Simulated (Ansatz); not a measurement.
AgAu3:
```yaml
crystal:
  lattice:
    - [4.07277, 0.00000, 0.00000]
    - [0.00000, 4.07277, 0.00000]
    - [0.00000, 0.00000, 4.07277]
  atoms:
    - { symbol: Ag, position: [0.50000, 0.50000, 0.50000] }
    - { symbol: Au, position: [0.50000, 0.00000, 0.00000] }
    - { symbol: Au, position: [0.00000, 0.50000, 0.00000] }
    - { symbol: Au, position: [0.00000, 0.00000, 0.50000] }
```

Relaxed with PBEsol. Special points in fractions of this cell's reciprocal vectors: Γ (0.000, 0.000, 0.000); X (0.000, 0.500, 0.000); M (0.500, 0.500, 0.000); R (0.500, 0.500, 0.500).

**Question.** List the band energies nearest the Fermi level at these points for DFT-PBEsol in the program Ansatz with PAW potentials.

**Answer.** In eV from the Fermi level; about four levels below and three above (degenerate sets whole), none deeper than 8.9 eV; points with the same levels are listed once.

| k | below | above |
|---|---|---|
| Γ | -1.93 -1.56 -1.56 -1.56 | 1.13 1.13 1.13 |
| X | -2.93 -2.54 -2.10 -1.56 | 4.90 5.84 6.01 6.01 |
| M | -0.90 -0.17 -0.17 0.00 | 8.54 8.77 8.77 |
| R | -0.98 -0.84 -0.84 -0.84 | 2.85 2.85 2.85 |

Space group Pm-3m (Cu3Au type). The first step of the workflow began from a Materials Project structure, measured or hypothetical; the Crystallography Open Database copy checked does not list it. Its standing as an ambient phase is unchecked. The PBEsol relaxation kept the symmetry of its start; its stability against distortions is not shown here. No spin polarisation was allowed. Spin–orbit coupling is left out wherever it is not named.

Potentials: the later of the program's two PAW sets.
